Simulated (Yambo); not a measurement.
G0W0@PBEsol for BP (zinc blende, space group F-43m, No. 216) in Yambo. Reference settings: 6×6×6 Γ-centred k mesh, 84 bands and a 14 Ry block in the screening, 84 bands in G with the Bruneval-Gonze terminator, plasmon pole fitted at 27.2 eV. The PBEsol gap Γ → X on this mesh is 1.21 eV; G0W0 gaps are taken between the same points.

The settings were changed. The gap went from 2.06 eV to 1.94 eV, and the shift of the valence edge from -0.72 eV to -0.26 eV.

Q: What was changed between the two runs?
A) no terminator
B) wavefunctions cut at 25 Ry
C) 26 bands in G
D) 26 bands in G, no terminator

A: D, 26 bands in G, no terminator. The others gave (gap, valence shift): no terminator: 2.04, -0.66 eV; 26 bands in G: 2.07, -0.72 eV; wavefunctions cut at 25 Ry: 2.06, -0.72 eV.

Geometry relaxed with PBEsol; primitive cell a = 3.1966 Å, b = 3.1966 Å, c = 3.1966 Å, α = 60.00°, β = 60.00°, γ = 60.00°.

A shift is the quasiparticle energy of the state minus its PBEsol energy.
